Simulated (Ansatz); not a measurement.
A generator proposed this cell of ZrPdSe4.

```cif
data_structure
_symmetry_space_group_name_H-M 'P 1'
_symmetry_Int_Tables_number 1
_cell_length_a 3.9846
_cell_length_b 3.9846
_cell_length_c 8.8476
_cell_angle_alpha 90.000
_cell_angle_beta 90.000
_cell_angle_gamma 120.000
_cell_volume 121.66
loop_
_atom_site_label
_atom_site_type_symbol
_atom_site_fract_x
_atom_site_fract_y
_atom_site_fract_z
_atom_site_occupancy
Zr1 Zr 0.00000 0.00000 0.50000 1
Pd1 Pd 0.00000 0.00000 0.00000 1
Se1 Se 0.66667 0.33333 0.23369 1
Se2 Se 0.33333 0.66667 0.76631 1
Se3 Se 0.33333 0.66667 0.23369 1
Se4 Se 0.66667 0.33333 0.76631 1
```

These are results of DFT PBE, scalar-relativistic, plane waves, PAW (Ansatz), not measurements. Settings: cutoff 420 eV, Γ-centred mesh 6×6×2 on the computed 6-atom cell, Gaussian smearing of 0.10 eV; no spin polarisation.

Formation energies are uncorrected and refer to the elements' standard structures at the same level.

**Question.** How far from equilibrium is it?

**Answer.** The pressure is 18.0 GPa (the mean over three directions, positive in compression), the largest force is 0.55 eV/Å, and the energy is +1.13 eV/atom against the elements. The shortest distance is 2.30 Å.

**Question.** Is it a good guess?

**Answer.** A poor one: relaxing gains about 1.1 eV/atom (the start's value is from the coarse mesh, so the gain is rough) in 24 ionic steps and ends at +0.03 eV/atom on the finer mesh. The symmetry stays P6/mmm (No. 191). The volume per atom shrinks by 0.7 %, from 20.3 to 20.1 Å³. The shortest distance goes from 2.30 Å (Se–Se) to 2.59 Å (Se–Se). The ratio c/a of the conventional cell changes by a factor of 0.53. Conventional cell: a = 4.928 Å, c = 5.746 Å. Zr is surrounded by 2 Pd at 2.87 Å and 12 Se at 3.13 Å; Pd is surrounded by 2 Zr at 2.87 Å and 12 Se at 3.25 Å; Se is surrounded by 1 Se at 2.59 Å, 3 Se at 2.85 Å, 3 Zr at 3.13 Å, 1 Se at 3.16 Å and 3 Pd at 3.25 Å.

The last run used a 12×12×8 mesh (in the run's order of axes) for its 6-atom cell and Gaussian smearing of 0.10 eV. The k mesh leaves some 4 meV/atom of noise in the energy of each metallic cell. The reference form of Se is held partly by dispersion forces, which this level lacks. The relaxation can't lower the symmetry of the start, and the grade says only how near the guess is to its own end. Symmetry constrained the relaxation, so the result can be a saddle point. Another cell of ZrPdSe4 relaxed alike, in I422, lies 0.51 eV/atom lower, so this cell isn't the stable form at this level.
